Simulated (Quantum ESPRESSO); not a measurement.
# Where does Zn sit best among Mg sites?

The results below are calculated, not measured. They come from pw.x of Quantum ESPRESSO 7.5, a plane-wave density functional program, with PseudoDojo standard norm-conserving files (v0.5 for PBE, v0.4.1 for LDA and PBEsol). The cells are made up: elements, strain and atom displacements were drawn at random, and nothing was relaxed. There is no spin polarisation, spin-orbit coupling or dispersion term.

The cell has 8 sites of a wurtzite lattice (rectangular cell). Sites 1 to 4 hold X X X X; sites 5 to 8 hold S S Mg S. Cell vectors in Å: (3.904, -0.044, -0.049); (-0.076, 6.743, 0.099); (-0.080, 0.093, 6.394). Settings: PBE, cutoff 1143 eV, 7 x 6 x 6 k mesh shifted by half a step, Fermi-Dirac smearing of 0.1 eV.

In each run one of the sites marked X holds Zn and the others hold Mg; cell and positions stay the same. E is the free energy of the cell.

```
site of the guest,first shell,mean distance (Å),E above the lowest (eV),P (GPa),force on the guest (eV/Å)
1,Mg2S2,2.384,0.000,10.54,1.462
2,MgS3,2.380,0.957,10.28,0.868
3,MgS3,2.389,0.970,10.48,1.383
4,S4,2.416,1.798,10.56,0.383
```

A rerun of one of these cells at 1437 eV and k mesh 9 x 8 x 8 moved values by no more than 0.004 eV in the cell's energy, 0.08 GPa in stress and 0.014 eV/Å in force.

## Reading the table

Site 1 is lowest, by 0.957 eV, over three times the rerun's bound. The first shells differ, so neighbours and distances change together and cannot be told apart here. The positions are random and not relaxed, so the differences hold for this frozen cell and are not site preferences of a real crystal.